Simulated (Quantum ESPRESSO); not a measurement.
Simulation results for MgAl$_{3}$As$_{3}$S (made-up cell)

All values are calculated (Quantum ESPRESSO 7.5). Calculation on a made-up crystal cell, not a measurement, with one named mistake planted (healthy values lack it): periodic Kohn-Sham density functional theory in plane waves with PseudoDojo standard norm-conserving scalar-relativistic pseudopotentials, each functional with its own files (v0.5 for PBE, v0.4.1 for LDA and PBEsol), no spin polarisation, no spin-orbit coupling, atoms not relaxed, stress positive in tension, energies less a fixed whole-eV offset for each atom's element; levels are Kohn-Sham levels at fractions of this cell's reciprocal vectors, counted from the reference band (half the neutral cell's valence electrons, rounded up) at Gamma; error bars cover cutoff and k-mesh only, not smearing or the files; a charged cell sits in a uniform background, with energy and stress on this program's zero of potential; each bar is the largest change over components, and at least 0.002 eV, 0.002 eV per angstrom or 0.02 GPa; energies are for the whole cell, and the offsets were chosen from early runs and are not element reference energies; a distance is the largest change of any value in units of its error bar, a scale change is of lengths, and a coarse mesh keeps the half-step shift.

### MgAl$_{3}$As$_{3}$S (made-up cell)

Intended structure:
```cif
# cell vector a (Å): 5.7079 0.0022 -0.0038
# cell vector b (Å): 0.0022 5.6268 -0.0616
# cell vector c (Å): -0.0038 -0.0616 5.7413
data_MgAl3As3S
_symmetry_space_group_name_H-M 'P 1'
_symmetry_Int_Tables_number 1
_cell_length_a 5.7079
_cell_length_b 5.6271
_cell_length_c 5.7416
_cell_angle_alpha 91.242
_cell_angle_beta 90.076
_cell_angle_gamma 89.955
_cell_volume 184.37
loop_
_atom_site_label
_atom_site_type_symbol
_atom_site_fract_x
_atom_site_fract_y
_atom_site_fract_z
_atom_site_occupancy
Al1 Al 0.99954 0.00024 0.98903 1
Al2 Al 0.00850 0.50315 0.50357 1
Al3 Al 0.49633 0.99612 0.50073 1
Mg1 Mg 0.49976 0.50286 0.99632 1
S1 S 0.24558 0.24896 0.25452 1
As1 As 0.24341 0.75626 0.74915 1
As2 As 0.74961 0.25148 0.74926 1
As3 As 0.75607 0.75621 0.24537 1
```

```
lattice type                     : zincblende/diamond
intended functional              : pbe
intended cutoff                  : 1143 eV
intended fermi dirac smearing    : 0.025 eV
intended scf tolerance           : 1e-07 eV
intended electrons removed       : 0
healthy free energy less offsets : 3.814 eV
healthy smearing term minus ts   : 0 eV
healthy scf iterations           : 10
healthy pressure                 : 1.45 GPa
healthy stress xx                : -1.32 GPa
healthy stress yy                : -2.01 GPa
healthy stress zz                : -1.02 GPa
healthy stress yz                : -2.14 GPa
healthy stress xz                : -0.04 GPa
healthy stress xy                : 0.51 GPa
healthy reference band           : 35
fault kind                       : wrong charge
fault electrons removed          : -1
intended k mesh                  : 4 x 4 x 4, shifted by half a step
structure shown                  : as intended, without the mistake
faulty pressure                  : withheld
faulty stress xy                 : withheld
```

Atoms:
| atoms element | atom site | atom energy offset (eV) |
| --- | --- | --- |
| Al | 1 | -64 |
| Al | 2 | -64 |
| Al | 3 | -64 |
| Mg | 4 | -1617 |
| S | 5 | -302 |
| As | 6 | -2887 |
| As | 7 | -2887 |
| As | 8 | -2887 |

Healthy forces:
| site | x (eV/Å) | y (eV/Å) | z (eV/Å) |
| --- | --- | --- | --- |
| 1 | -0.526 | 0.312 | 0.52 |
| 2 | -0.857 | -0.158 | -0.339 |
| 3 | 0.288 | 0.106 | -0.091 |
| 4 | -0.378 | -0.081 | 0.404 |
| 5 | -0.088 | -0.28 | 0.153 |
| 6 | 0.519 | 0.152 | -0.413 |
| 7 | 0.584 | -0.203 | -0.716 |
| 8 | 0.459 | 0.152 | 0.483 |

Healthy levels:
| level k point | next band up (eV) |
| --- | --- |
| Gamma | 1.026 |
| (1/2,1/2,1/2) | 1.313 |
| (0.15,0,0) | 1.362 |
| (0,0.15,0) | 1.379 |
| (0,0,0.15) | 1.381 |

**Q.** Estimate the faulty pressure of MgAl$_{3}$As$_{3}$S (made-up cell).
**A.** 10.88 GPa

**Q.** MgAl$_{3}$As$_{3}$S (made-up cell): faulty stress xy?
**A.** 0.779 GPa

Further results for MgAl$_{3}$As$_{3}$S (made-up cell):

```
faulty free energy less offsets     : 11.51 eV
faulty smearing term minus ts       : -0.0005981 eV
faulty scf iterations               : 10
faulty stress xx                    : -10.76 GPa
faulty stress yy                    : -11.39 GPa
faulty stress zz                    : -10.49 GPa
faulty stress yz                    : -2.299 GPa
faulty stress xz                    : -0.2325 GPa
faulty reference band               : 35
other mistakes run                  : 7
distance from healthy               : 1391 error bars
distance from nearest other mistake : 249.8 error bars
healthy error bar energy            : 0.005537 eV
healthy error bar stress            : 0.02 GPa
healthy error bar force             : 0.003888 eV/Å
healthy error bar next band up      : 0.002 eV
```

Faulty forces:
| site | x (eV/Å) | y (eV/Å) | z (eV/Å) |
| --- | --- | --- | --- |
| 1 | -0.3406 | 0.44 | 0.5332 |
| 2 | -0.6495 | -0.2261 | -0.4304 |
| 3 | 0.1496 | 0.214 | -0.1983 |
| 4 | -0.5112 | -0.1598 | 0.4626 |
| 5 | -0.06919 | -0.2444 | 0.1189 |
| 6 | 0.4211 | 0.1185 | -0.3571 |
| 7 | 0.5515 | -0.2855 | -0.6937 |
| 8 | 0.4483 | 0.1431 | 0.5648 |

Faulty levels:
| level k point | next band up (eV) |
| --- | --- |
| Gamma | 1.028 |
| (1/2,1/2,1/2) | 1.371 |
| (0.15,0,0) | 1.347 |
| (0,0.15,0) | 1.365 |
| (0,0,0.15) | 1.37 |
